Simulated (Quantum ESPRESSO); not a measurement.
Al2SiZnN4, a curve over one atom's position

Computed values, not a measurement. The program is pw.x of Quantum ESPRESSO 7.5 (plane-wave density functional theory). The cell is made up: 8 atoms on a wurtzite lattice, with randomly drawn elements, strain and displacements, not relaxed. PseudoDojo standard norm-conserving files (v0.5 for PBE, v0.4.1 for LDA and PBEsol) set the functional; there is no spin polarisation, spin-orbit coupling or dispersion term, and the masses in the input are unused placeholders.

Seven runs move atom 7 (N, counted in the order of the input) along z and keep all else fixed.

Input of the run at +0.0172:

```
&control calculation='scf', pseudo_dir='./dojo.nc.sr.pbe.v0_5.standard.upf', outdir='./o', disk_io='medium', tprnfor=.true., tstress=.true. /
&system ibrav=0, nat=8, ntyp=4, nbnd=31, ecutwfc=84.00895049, nosym=.true., tot_charge=0,
 occupations='smearing', smearing='fd', degauss=0.0018374661
/
&electrons conv_thr=7.350e-09, electron_maxstep=60, /
ATOMIC_SPECIES
Al 1.0 Al.upf
N 1.0 N.upf
Si 1.0 Si.upf
Zn 1.0 Zn.upf
CELL_PARAMETERS angstrom
3.2732 0.0431 0.0073
0.0746 5.5784 0.0043
0.0119 0.004 5.3488
ATOMIC_POSITIONS angstrom
Al 0.0399 -0.0385 0.0191
Al 1.6629 2.8104 0.0363
Si 1.6959 0.9654 2.6771
Zn 0.0577 3.7213 2.6727
N -0.0075 0.0971 2.01
N 1.7045 2.8445 2.0068
N 1.6612 0.8615 4.7154
N -0.0337 3.7686 4.6275
K_POINTS automatic
5 4 4 1 1 1
```

| shift of atom 7 along z (Å) | free energy less that of the input shown (eV) | Fx on atom 7 (eV/Å) | Fy on atom 7 (eV/Å) | Fz on atom 7 (eV/Å) | pressure (GPa) | iterations |
| --- | --- | --- | --- | --- | --- | --- |
| -0.0821 | -0.1236 | 0.071 | 0.953 | -0.774 | -19.70 | 13 |
| -0.0464 | -0.0895 | 0.085 | 0.999 | -1.131 | -19.62 | 13 |
| -0.0181 | -0.0538 | 0.096 | 1.033 | -1.382 | -19.51 | 13 |
| +0.0172 | 0.0000 | 0.109 | 1.074 | -1.663 | -19.33 | 13 |
| +0.0264 | 0.0156 | 0.112 | 1.085 | -1.730 | -19.28 | 13 |
| +0.0481 | 0.0548 | 0.120 | 1.108 | -1.882 | -19.14 | 13 |
| +0.0820 | 0.1223 | 0.131 | 1.144 | -2.097 | -18.90 | 13 |

A cubic fit gives dFz/dz = -7.93 eV/Å² at zero shift. Across the table the free energy follows the integral of the force to within 0.1 meV. A rerun of one of the cells at 1437 eV and a 7 x 6 x 6 mesh moved values by no more than 0.004 eV in energy, 0.06 GPa in stress and 0.007 eV/Å in force.